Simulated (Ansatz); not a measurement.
A geometry of Si$_{2}$W away from equilibrium: step 2 of the relaxation of a relaxed Si2W cell displaced along its unstable phonon at q = (0, 0, ½) of its primitive reciprocal cell (87i cm⁻¹), largest move 0.15 Å. Calculation: PBE (plane waves to 420 eV, PAW, scalar-relativistic; Ansatz, a first-principles code). Γ-centred k-mesh 9×9×6 on the run's cell (coarser than for final values), Fermi–Dirac smearing 0.05 eV. The plane waves were selected for a different cell earlier on the path.

```
Si2W
1.0
    4.26258     0.00000     0.00000
   -2.13129     3.86443     0.00000
    0.00000     0.00000     5.18662
W Si
2 4
Direct
  0.03547   0.07094   0.00000
  0.96453   0.92906   0.50000
  0.33677   0.67353   0.24946
  0.33677   0.67353   0.75054
  0.66323   0.32647   0.25054
  0.66323   0.32647   0.74946
```

Task: What forces act on the atoms (eV/Å)?

Result: 
| atom | Fx | Fy | Fz |
|---|---|---|---|
| W1 | 0.00 | 1.49 | 0.00 |
| W2 | 0.00 | -1.49 | 0.00 |
| Si3 | 0.00 | 0.27 | -0.26 |
| Si4 | 0.00 | 0.27 | 0.26 |
| Si5 | 0.00 | -0.27 | 0.26 |
| Si6 | 0.00 | -0.27 | -0.26 |

The path ends in Cmcm (No. 63). No spin polarisation in the result.

The run could not lose the symmetry of its start, so the end can be a saddle point.

The end of the path is a generated cell of Si2W: the first start was made by placing the elements on the sites of a structure type, and the end was not matched to a known phase here, so it may be hypothetical. Known forms of Si2W include space group No. 139.
